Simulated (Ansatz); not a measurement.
SiO2 (rutile)

```xyz
6
Lattice="4.1848 0.0000 0.0000 0.0000 4.1848 0.0000 0.0000 0.0000 2.6684" Properties=species:S:1:pos:R:3 pbc="T T T"
Si     2.0924     2.0924     1.3342
Si     0.0000     0.0000     0.0000
O      3.3733     3.3733     1.3342
O      1.2810     2.9038     0.0000
O      2.9038     1.2810     0.0000
O      0.8114     0.8114     1.3342
```

Calculation: r2SCAN (plane waves to 500 eV, PAW, scalar-relativistic; Ansatz, a program for electronic structure). DFPT wavenumbers on a 6×6×10 k mesh, in cm⁻¹; i marks imaginary ones, q is in fractions of the reciprocal vectors of the cell shown, and the three acoustic modes at Γ are left out. The non-analytic (LO-TO) term is not included, so polar modes at Γ have their transverse values. SiO2 was relaxed with its symmetry unable to fall. The PAW data are Ansatz's earlier set.

Task: Does any mode at Γ, X = (0.5, 0.0, 0.0), M = (0.5, 0.5, 0.0), Z = (0.0, 0.0, 0.5) come out imaginary?

Result: No imaginary mode at these points (lowest 232 cm⁻¹ at Γ); other wave vectors were not tested.

Task: Predict the phonon wavenumbers at Γ, X = (0.5, 0.0, 0.0), M = (0.5, 0.5, 0.0), Z = (0.0, 0.0, 0.5).

Result: 
```json
[
 {"q": "Γ", "wavenumbers (cm⁻¹)": "232, 390, 465 (×2), 576 (×2), 586 (×2), 611, 655, 754, 757, 830 (×2), 958"},
 {"q": "X = (0.5, 0.0, 0.0)", "wavenumbers (cm⁻¹)": "275 (×2), 282 (×2), 394 (×2), 511 (×2), 591 (×2), 594 (×2), 708 (×2), 816 (×2), 1002 (×2)"},
 {"q": "M = (0.5, 0.5, 0.0)", "wavenumbers (cm⁻¹)": "247 (×2), 308 (×2), 455 (×2), 455 (×2), 569 (×2), 595 (×2), 703 (×2), 887 (×2), 918 (×2)"},
 {"q": "Z = (0.0, 0.0, 0.5)", "wavenumbers (cm⁻¹)": "397 (×2), 406 (×2), 464 (×2), 473 (×2), 636 (×2), 649 (×2), 735 (×2), 838 (×2), 893 (×2)"}
]
```
